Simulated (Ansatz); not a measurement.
RbAu5:
```
CELL_PARAMETERS angstrom
      5.84515     0.00000     0.00000
     -2.92258     5.06205     0.00000
      0.00000     0.00000     4.46058
ATOMIC_POSITIONS crystal
  Rb 0.00000 0.00000 0.00000
  Au 0.33333 0.66667 0.00000
  Au 0.66667 0.33333 0.00000
  Au 0.50000 0.00000 0.50000
  Au 0.50000 0.50000 0.50000
  Au 0.00000 0.50000 0.50000
```

Relaxed with r²SCAN.

**Question.** Give the Bader charges and basin volumes of the independent atoms, DFT-r²SCAN in the program Ansatz with PAW potentials.

**Answer.** 

```json
[
 {"atom": "Rb1", "Bader charge (e)": "+0.77", "Bader volume (Å³)": "23.1"},
 {"atom": "Au2", "Bader charge (e)": "-0.17", "Bader volume (Å³)": "21.0"},
 {"atom": "Au4", "Bader charge (e)": "-0.15", "Bader volume (Å³)": "22.3"}
]
```

Space group P6/mmm. The workflow started from an entry of the Crystallography Open Database (COD). Its standing as an ambient phase is unchecked. The r²SCAN relaxation kept the symmetry of its start; whether a distortion lowers the energy is not shown. Spin–orbit coupling is left out wherever it is not named.

Potentials: the later of the program's two PAW sets.
